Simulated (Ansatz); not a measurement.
## Cold compression of Lu (bcc type)

```
Lu
1.0
    -1.91034    1.91034    1.91034
     1.91034   -1.91034    1.91034
     1.91034    1.91034   -1.91034
Lu
1
Direct
  0.00000 0.00000 0.00000
```

The cell comes from a relaxation on PAW files under the same functional, begun from a prototype that needn't be the stable phase.

Its volume is scaled at fixed shape and fractional positions.

Computed with Ansatz 0.2.0; functional PBEsol, scalar-relativistic. Settings: a Γ-centred 16×16×16 k mesh, Fermi–Dirac smearing of 0.05 eV, no spin polarisation. Methods: LAPW: all electrons, basis error target 1 meV/atom; PAW: frozen-core files, cutoff 420 eV; crystal datasets: all electrons, by PAW datasets that the program makes for each cell; norm-conserving: pseudopotentials, cutoff 1361 eV.

Energies are extrapolated to zero smearing and count from the unscaled cell; pressure is positive in compression; gaps take the mesh and a band path. No temperature or zero-point motion is included.

Spin–orbit coupling is left out, which matters for the heavy atoms. The PAW files were made under PBE. The structure type is held throughout; the real material can change phase at far lower pressure.

```
V/V0  V (Å³/atom)  P LAPW (GPa)  ΔE LAPW (eV/atom)  P PAW − LAPW (GPa)  ΔE PAW − LAPW (meV/atom)
1.00        27.89          0.01              0.000               -0.01                       0.0
0.88        24.54          7.10              0.066               -0.01                      -0.2
0.78        21.75         16.72              0.268               -0.02                      -0.5
0.68        18.96          32.3              0.682               -0.02                      -0.9
0.58        16.17          60.0              1.459               -0.02                      -1.1
0.50        13.94             ?                  ?                   ?                         ?
0.43        11.99         164.3              4.113               -0.22                      -3.7
```

Task: Fit the Vinet equation to the LAPW pressures shown (residuals weighted by 1/(|P| + 0.03·Pmax)), and predict the pressure of the withheld row.

Result: The fit gives V0 = 27.93 Å³/atom, B0 = 40.4 GPa and B0′ = 4.03. At 13.94 Å³/atom, x = (V/V0)^(1/3) = 0.7933, and P = 3·B0·(1 − x)/x²·exp[1.5·(B0′ − 1)·(1 − x)] = 102.1 GPa. The run itself gave 99.8 GPa (+2.3 % off) and ΔE = 2.545 eV/atom.

Task: At the smallest volume, how far do crystal datasets and norm-conserving lie from LAPW in pressure?

Result: crystal datasets: 0.00 GPa; norm-conserving: -2.45 GPa, on a LAPW pressure of 164.3 GPa.

Task: How do the Löwdin populations by LAPW change from the unscaled cell to the last row?

Result: Lu 5s 1.95 → 1.83, Lu 6s 0.78 → 0.39, Lu 5p 5.97 → 5.75, Lu 5d 2.26 → 3.14, Lu 4f 13.99 → 13.89 electrons an atom. These are projections on the shells that the free atoms fill; 0.05 e a cell lies outside them at the start and 0.01 e at the end.
